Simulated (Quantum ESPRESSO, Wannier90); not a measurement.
Wannierisation of GaBi (zinc blende)

```
begin unit_cell_cart
ang
    0.0000000000    3.1826650000    3.1826650000
    3.1826650000    0.0000000000    3.1826650000
    3.1826650000    3.1826650000    0.0000000000
end unit_cell_cart
begin atoms_frac
Ga  -0.2500000000 -0.2500000000 -0.2500000000
Bi   0.0000000000  0.0000000000  0.0000000000
end atoms_frac
```

Materials Project entry mp-1018126; symmetrised, unrelaxed at this level. Not found in the COD (Crystallography Open Database) copy used; not checked further. Method: LDA plane waves in Quantum ESPRESSO 7.5 (PseudoDojo norm-conserving files, 64 Ry, no spin polarisation, no spin-orbit coupling), Bloch states on a 8×8×8 mesh through Γ, Wannier90 4.0.1. Density: 12×12×12 mesh, cold smearing 0.01 Ry. Spin-orbit coupling is left out although heavy elements are present.

A tight-binding model is made by disentanglement and projection with no localisation steps (num_iter = 0), so the 8 orbitals stay atom-like: hydrogen-like Ga: s;p; Bi: s;p, axes along x, y, z; frozen window up to 1.50 eV relative to the Fermi level. It follows pw.x to 3.9 meV rms for states up to 1.0 eV relative to the Fermi level. Matrix elements depend on this choice of orbitals and windows.

**Question.** What are the on-site energies relative to the Fermi level, and how fast do the hoppings decay?

**Answer.** 
| atom | orbitals | energy (eV) |
|---|---|---|
| Ga1 | s | -3.94 |
| Ga1 | pz px py | 2.39 |
| Bi2 | s | -9.13 |
| Bi2 | pz px py | 0.85 |

```json
[
 {"distance of the centres (Å)": "2–3", "largest modulus (eV)": "1.1"},
 {"distance of the centres (Å)": "4–5", "largest modulus (eV)": "0.31"},
 {"distance of the centres (Å)": "5–6", "largest modulus (eV)": "0.042"},
 {"distance of the centres (Å)": "6–7", "largest modulus (eV)": "0.074"},
 {"distance of the centres (Å)": "7–8", "largest modulus (eV)": "0.019"},
 {"distance of the centres (Å)": "8–9", "largest modulus (eV)": "0.0095"},
 {"distance of the centres (Å)": "9–10", "largest modulus (eV)": "0.017"},
 {"distance of the centres (Å)": "10–11", "largest modulus (eV)": "0.0052"},
 {"distance of the centres (Å)": "11–12", "largest modulus (eV)": "0.0063"},
 {"distance of the centres (Å)": "12–13", "largest modulus (eV)": "0.0025"}
]
```
